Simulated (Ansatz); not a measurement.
## What DFT gives for CaGe$_{2}$P$_{2}$

```yaml
crystal:
  lattice:
    - [4.26149, 0.00000, 0.00000]
    - [0.00000, 4.26149, 0.00000]
    - [0.00000, 0.00000, 10.51591]
  atoms:
    - { symbol: Ge, position: [0.25000, 0.25000, 0.36800] }
    - { symbol: Ge, position: [0.75000, 0.75000, 0.63200] }
    - { symbol: Ca, position: [0.25000, 0.25000, 0.74900] }
    - { symbol: Ca, position: [0.75000, 0.75000, 0.25100] }
    - { symbol: P, position: [0.25000, 0.25000, 0.10800] }
    - { symbol: P, position: [0.75000, 0.75000, 0.89200] }
    - { symbol: Ge, position: [0.75000, 0.25000, 0.00000] }
    - { symbol: Ge, position: [0.25000, 0.75000, 0.00000] }
    - { symbol: P, position: [0.75000, 0.25000, 0.50000] }
    - { symbol: P, position: [0.25000, 0.75000, 0.50000] }
```

Level: PBE, no spin polarisation; 420 eV; 6×6×3 Γ-centred mesh; cold occupations (width 0.0753 eV); Ansatz 0.2.0, fixed geometry.

Stress: The pressure is 9.3 GPa (compression positive), so with the atoms held at these fractions the cell would first expand. The principal stresses 3.6, 12.1, 12.1 GPa differ, so its shape would change too.
Charges: Bader charges in e: Ca +1.37, Ge -0.02 to +0.18, P -0.87 to -0.66. In the mean Ca gives up most and P takes most.
Electronic structure: It is a metal, with about 4.3 states/eV a cell as the mean within 0.25 eV of the Fermi level, mostly P p (34 %) and Ge p (32 %).
Formation energy: 0.08 eV an atom against the elements' usual phases (free molecules for gases, crystals otherwise, with no correction for O₂ or N₂), so at this geometry it isn't bound against them. Relaxing would lower it.
Forces: The largest is on Ge1 (and as large on other atoms): 0.75 eV/Å, components (0.00, 0.00, 0.75). It makes 57° with the line to a nearest neighbour, P9 at 2.54 Å.

Origin: a known structure type with other elements, at an estimated volume, so it need not be a known compound.
